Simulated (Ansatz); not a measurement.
Ansatz (a quantum-chemistry and plane-wave program) input:

Ansatz 0.2 input:
```yaml
crystal:
  lattice:
    - [7.8963015141, 2.1074156298, 0.0]
    - [-7.8963015141, 2.1074156298, 0.0]
    - [-7.8067419179, 0.0, 9.5485092943]
  atoms:
    - { symbol: I, position: [0.6597254399, 0.3402745601, 0.1883779416] }
    - { symbol: I, position: [0.3402745601, 0.6597254399, 0.8116220584] }
    - { symbol: Te, position: [0.9174786151, 0.0825213849, 0.1566760904] }
    - { symbol: Te, position: [0.0825213849, 0.9174786151, 0.8433239096] }
    - { symbol: I, position: [0.1028599347, 0.8971400653, 0.436984731] }
    - { symbol: I, position: [0.8971400653, 0.1028599347, 0.563015269] }
    - { symbol: Te, position: [0.3014304404, 0.6985695596, 0.1816054651] }
    - { symbol: Te, position: [0.6985695596, 0.3014304404, 0.8183945349] }
kpoints:
  mp_grid: { grid: [7, 7, 3] }
hamiltonian:
  xc: r2scan
  dispersion: d4
  pseudopotentials: { kind: paw }
scf:
  occupations: { method: fixed }
checkpoint: { read: static.run }
output: { bader: true, populations: true }
```

Output (shortened):

```
basis.fft_grid_basis auto: the FFT boxes are laid along the combinations [[1, 1, 0], [0, 1, 0], [1, 0, 1]] of the cell's own vectors, 4.215, 8.173 and 9.779 Å …
Pseudopotentials: kind: paw
Pseudopotential: I, paw, valence charge 17
Pseudopotential: Te, paw, valence charge 16
Functional definition: r2SCAN
Crystal: 8 atoms, lattice volume = 317.789 Å³
Basis set: ecut = 500 eV, 8065 PW (Γ), FFT grids on a1+a2, a2, a1+a3, exchange–correlation on 128×240×288 points (64 copies of the dense FFT grid, shifted against one another)
Bands: 80, of which v1, the nominal top of the filled ones, is band 66 counted from 1 (65 counted from 0)
Symmetry: 4 space group operations
Space group: C2/m (ITA 12), of the structure as read, at distance tolerance 6.8e-5 Å
k-points: 44 of 147
PAW frozen core: I, regenerated for the run's functional
PAW frozen core: Te, regenerated for the run's functional
Initial density: read from a saved state, or passed on in memory by an earlier SCF of this step, an earlier step, the calling program or the single point that …
Stability of the state it starts from, as read at its close in the unpolarized treatment …
Initial wavefunctions: pseudopotential atomic-orbital guess
Eigensolver: davidson
Functional: x = r2scan, c = r2scan; τ floored in thin density (d = 2e-4 eV/Å³)
iter 1 solved again at ethr=5.17e-7 eV; its pass at ethr=3.10e-3 eV (dr2=6.82e-4 eV) is discarded
SCF iter   1: F=—  HF=-58093.197337 eV  |F-HF|=—  |Δ(HF+E_count)|=         —  Δρ=6.46e-7  dr2=1.80e-9  dr2_τ=8.35e-11  ethr=5.17e-7  ⟨swp⟩=3.7  Hψ=20681  notcnv=0  defer=527
all-band conjugate gradients solve this SCF's bands
preconditioner: auto → Resta (q_TF=auto, 2.357 Å⁻¹)
SCF iter   2: F=—  HF=-58093.197380 eV  |F-HF|=—  |Δ(HF+E_count)|=   4.34e-5  Δρ=3.74e-7  dr2=1.03e-9  dr2_τ=9.05e-11  ethr=1.36e-12  ⟨swp⟩=21.1  Hψ=24696  notcnv=0
SCF iter   3: F=-58093.197380 eV  HF=-58093.197380 eV  |F-HF|=1.09e-10  |Δ(HF+E_count)|=  1.16e-10  Δρ=2.22e-7  dr2=2.51e-10  dr2_τ=1.31e-11  ethr=1.00e-12  ⟨swp⟩=1.0  Hψ=6865  notcnv=0
SCF 1 converged in 3 iterations: F = -58093.197380 eV  dr2 = 2.51e-10
SCF converged after 3 iterations
Free energy (F): -58093.197380 eV
Harris-Foulkes:  -58093.197380 eV  (|F-HF|=1.09e-10)
Internal energy: -58093.197380 eV  (E = F + TS)
E sigma→0 (E₀):  -58093.197380 eV
Fermi energy:    5.714333 eV
--- Per-component energies (eV) ---
  E_band       = -2845.098309
  E_kinetic    = 1470.669886
  E_local      = -14336.084314  (includes V_loc(G=0)·N_el)
  E_nonlocal   = -1607.955075
  E_hartree    = 7917.500176
  E_xc         = -940.954432
  E_vxc        = -1001.195159  (∫ρ·V_xc dr)
  E_paw        = -38094.943451  (= ΣΔE_a)
  E_vpaw       = -3265.731643  (= ΣTr[D̂ρ^β])
  E_aug_tail   = -0.000280  (compensation charges beyond the density's cutoff)
  E_vtau       = 60.198506  (kinetic-family band-sum trace: ∫τ·v_τ [+ j·A + Jᵃ·Aᵃ] dr)
  E_ewald      = -12501.803509
  E_disp       = -1.058016  (pairwise vdW)
  E_core_change = 1.431634  (= ΣΔE_core)
  E_smearing   =  0.000000  (= −TS)
  E_closure    = 0.000000  (closes the sum)
  Σ components = -58093.197380   (vs F -58093.197380, Δ=0.00e0)
  [band-id]    e_kinetic+e_local+e_nonlocal+2·e_hartree+e_vxc+e_vpaw+e_augmentation_tail+e_vtau = -2845.097727   (vs E_band -2845.098309, Δ=5.82e-4)
--- Band table (eV; the first three rows and the last of 44) ---
  k-point 0: bands = ["-39.6773", "-39.6773", "-39.6771", "-39.6771", "-39.6259", "-39.6258", "-39.5877", "-39.5875", "-39.5645", "-39.5644", "-39.5436", "-39.5435", "-39.5341", "-39.5340", "-39.5324", "-39.5323", "-39.2767", "-39.2766", "-39.2764", "-39.2763", "-32.5059", "-32.5044", "-32.4761", "-32.4758", "-32.4466", "-32.4460", "-32.4109", "-32.4101", "-32.3749", "-32.3743", "-32.3280", "-32.3275", "-32.2912", "-32.2908", "-32.0888", "-32.0888", "-32.0831", "-32.0825", "-31.9963", "-31.9944", "-8.1599", "-7.5912", "-6.9903", "-6.7545", "-6.1964", "-5.7032", "-4.0731", "-3.5943", "1.1980", "1.9273", "2.3098", "2.5657", "2.7955", "3.0890", "3.1709", "3.2686", "3.3504", "3.7014", "4.0897", "4.2221", "4.2489", "5.2206", "5.2636", "5.4467", "5.4719", "5.5626", "7.2723", "7.4584", "7.5335", "7.7965", "7.8509", "8.8086", "10.9147", "11.3714", "11.8905", "12.2234", "12.5659", "12.7853", "13.0461", "13.1140"]
  k-point 1: bands = ["-39.6773", "-39.6773", "-39.6771", "-39.6771", "-39.6259", "-39.6258", "-39.5878", "-39.5875", "-39.5645", "-39.5644", "-39.5436", "-39.5435", "-39.5341", "-39.5340", "-39.5324", "-39.5323", "-39.2767", "-39.2766", "-39.2764", "-39.2763", "-32.5059", "-32.5044", "-32.4761", "-32.4758", "-32.4466", "-32.4460", "-32.4109", "-32.4101", "-32.3749", "-32.3743", "-32.3280", "-32.3275", "-32.2912", "-32.2908", "-32.0888", "-32.0888", "-32.0831", "-32.0825", "-31.9963", "-31.9944", "-8.1019", "-7.7002", "-6.9472", "-6.7990", "-6.0528", "-5.8008", "-4.0731", "-3.5428", "0.9014", "1.7560", "2.2915", "2.5940", "2.8242", "3.0383", "3.1218", "3.4970", "3.5954", "3.9907", "3.9961", "4.3544", "4.5727", "4.7917", "5.4093", "5.4407", "5.4558", "5.7143", "7.2265", "7.4099", "7.4765", "7.5239", "7.7904", "8.3176", "10.8635", "11.5635", "11.9806", "12.2423", "12.7217", "12.9447", "13.2499", "13.2804"]
  k-point 2: bands = ["-39.6774", "-39.6773", "-39.6770", "-39.6770", "-39.6258", "-39.6258", "-39.5877", "-39.5875", "-39.5645", "-39.5644", "-39.5436", "-39.5434", "-39.5341", "-39.5341", "-39.5324", "-39.5323", "-39.2766", "-39.2765", "-39.2764", "-39.2764", "-32.5069", "-32.5057", "-32.4753", "-32.4751", "-32.4469", "-32.4464", "-32.4048", "-32.4041", "-32.3725", "-32.3719", "-32.3299", "-32.3295", "-32.2972", "-32.2968", "-32.0888", "-32.0888", "-32.0831", "-32.0826", "-31.9956", "-31.9939", "-8.0234", "-7.4850", "-6.9505", "-6.7160", "-6.1267", "-5.6539", "-4.2315", "-3.6938", "1.2766", "1.5211", "1.7793", "1.9512", "2.1789", "2.8488", "3.2238", "3.4576", "3.7715", "4.0286", "4.1915", "4.4084", "4.7403", "4.9803", "5.0564", "5.2188", "5.3527", "5.5267", "7.1462", "7.3695", "7.6334", "7.8198", "7.8576", "8.7207", "11.2451", "11.7153", "11.7285", "12.2112", "12.3917", "12.7332", "12.8196", "13.5011"]
  k-point 43: bands = ["-39.6773", "-39.6773", "-39.6771", "-39.6771", "-39.6259", "-39.6258", "-39.5877", "-39.5875", "-39.5645", "-39.5644", "-39.5436", "-39.5435", "-39.5341", "-39.5340", "-39.5324", "-39.5322", "-39.2767", "-39.2766", "-39.2764", "-39.2763", "-32.5059", "-32.5044", "-32.4761", "-32.4758", "-32.4466", "-32.4460", "-32.4109", "-32.4101", "-32.3749", "-32.3743", "-32.3280", "-32.3275", "-32.2912", "-32.2907", "-32.0888", "-32.0888", "-32.0831", "-32.0825", "-31.9963", "-31.9944", "-8.0552", "-7.5315", "-7.2318", "-6.8810", "-6.0445", "-5.7639", "-3.9750", "-3.4016", "1.2262", "1.6661", "1.9155", "2.2365", "2.4152", "2.7185", "3.0163", "3.4643", "4.3001", "4.3848", "4.4932", "4.5182", "4.8024", "5.0744", "5.2241", "5.2948", "5.4201", "5.4767", "6.7378", "6.8992", "7.2970", "7.5458", "7.5845", "8.7271", "10.4933", "11.1613", "12.3789", "12.7415", "12.9357", "13.0592", "13.3463", "13.6960"]
  band table: 80 of 80 bands, residual norms ≤ 1.0e-3 eV
--- Löwdin populations: 8 sites ---
  site symbol       q [e]
     0      I     17.2078
     1      I     17.2078
     2     Te     15.7054
     3     Te     15.7054
     4      I     17.1224
     5      I     17.1224
     6     Te     15.7719
     7     Te     15.7719
  spilling = 0.002918 (of n_electrons = 132.000000)
--- Bader charges: 8 sites ---
  site symbol  charge [e]  shift [e]
     0      I     -0.3133     0.0000
     1      I     -0.3133     0.0000
     2     Te      0.2352     0.0000
     3     Te      0.2352     0.0000
     4      I     -0.1967     0.0000
     5      I     -0.1967     0.0000
     6     Te      0.2748     0.0000
     7     Te      0.2748     0.0000
  shift: an alarm, by how much a part of what the PAW files miss would move the charge. Where it is large, compare
  with a run on PAW files of another source; a small one proves nothing
  estimated error of the sums over rays = 2.8e-4 e
```

Cost: around 3 core-minutes (rough) on shared cores.

The workflow started from an entry of the Crystallography Open Database (COD), which files this formula under 2 space groups. Its standing as an ambient phase is unchecked. The cell was relaxed with r²SCAN+D4 under the symmetry of its start; whether a distortion lowers the energy is not shown. Spin–orbit coupling is left out wherever it is not named.

Potentials: the later of the program's two PAW sets.

Ansatz is a plane-wave DFT program.
